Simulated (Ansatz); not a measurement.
## Al: energy along a strain

Al, Fm-3m, a = 4.048 Å (as given, not relaxed at this level: -1.9 GPa). Ansatz: PBEsol, PAW, 420 eV, Γ-centred 20×20×20 mesh on 1 atom, Gaussian smearing 0.15 eV; no spin polarisation. Cell vectors (Å): 0.000 2.024 2.024; 2.024 0.000 2.024; 2.024 2.024 0.000. The cell is strained by x per cent times the pattern (0 0 1 0 0 0) in the order xx yy zz yz xz xy (engineering shears), with fractional coordinates held. y is the free energy over the start, V0 = 16.582 Å³/atom.

```tsv
x (%)	y (meV/atom)
-6.00	?
-4.50	2.32
-3.00	-1.61
-1.50	-2.04
0.00	0.00
1.50	3.93
3.00	10.30
4.50	18.71
5.25	23.50
6.00	28.70
```

Question: Fit y = c1 x + c2 x² + c3 x³ to the other rows, get the stiffness along the pattern, and predict the missing energy.

Answer: Least squares on the rows shown. y = 2.0380 x + 0.51440 x² − 0.0096662 x³. The clamped-ion stiffness p·C·p = 2 × 5.144 eV × 160.2 / 16.582 Å³ = 99 GPa, which is C33 in these axes (C11 of the cubic crystal) (second derivative at the start, which stands under stress). With a term in x⁴ added, the coefficient of x² becomes 0.4842, 6 % less, which shows how far this figure hangs on the form. At x = -6.00 the fit asked for gives 8.38 meV/atom. The run gave 10.31 meV/atom, so the fit is 1.93 meV/atom too low, 6.3 % of the span of the series, against an rms of 0.20 meV/atom on the fitted rows. The row lies outside the fitted range. With a term in x⁴ added, a fit to the same known rows predicts 9.90 meV/atom, so most of the miss is curvature that the known rows already hold.